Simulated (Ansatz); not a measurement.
Input and command of a plane-wave DFT calculation in Ansatz:

```yaml
crystal:
  lattice:
    - [5.772929951, 0.0, 0.0]
    - [-2.8864649755, 4.9995039918, 0.0]
    - [0.0, 0.0, 27.486123473]
  atoms:
    - { symbol: B, position: [0.1661320301, -0.1661454431, 0.5958747656] }
    - { symbol: Cl, position: [0.4994235811, 0.5005818523, 0.6146763486] }
    - { symbol: Cl, position: [-0.1672404435, 0.1672587783, 0.6162918088] }
    - { symbol: Cl, position: [0.1660325403, -0.1658666822, 0.659129526] }
basis:
  ecutwfc: 420
kpoints:
  mp_grid: { grid: [4, 4, 1] }
hamiltonian:
  xc: pbe
  dispersion: d3bj
scf:
  occupations: { method: gaussian, width: 0.1 }
output:
  forces: true
  eigenvalues: true
  write_density: true
  volumetric_format: npy
efield:
  axis: 3
  dipole_correction: true
  ramp_width: 0.04
```

```bash
ansatz run input.yaml --threads 4 --pin off --max-ram 10240MiB --backend cpu --events-out ev --progress --plain --runs-dir out
```

Processor: Intel(R) Xeon(R) Platinum 8259CL CPU @ 2.50GHz (Skylake/Cascade Lake), 4 threads, on a host shared with other jobs.

Estimate time, memory and problem size.

About 4.7 s on 4 threads of Intel(R) Xeon(R) Platinum 8259CL CPU @ 2.50GHz (Skylake/Cascade Lake), with other jobs on the host, peak memory 0.9 GiB. It solves 16 bands at 10 k points (the mesh reduced by the symmetry that the task leaves, which can be less than the crystal's) with about 15595 plane waves, in 10 SCF iterations.
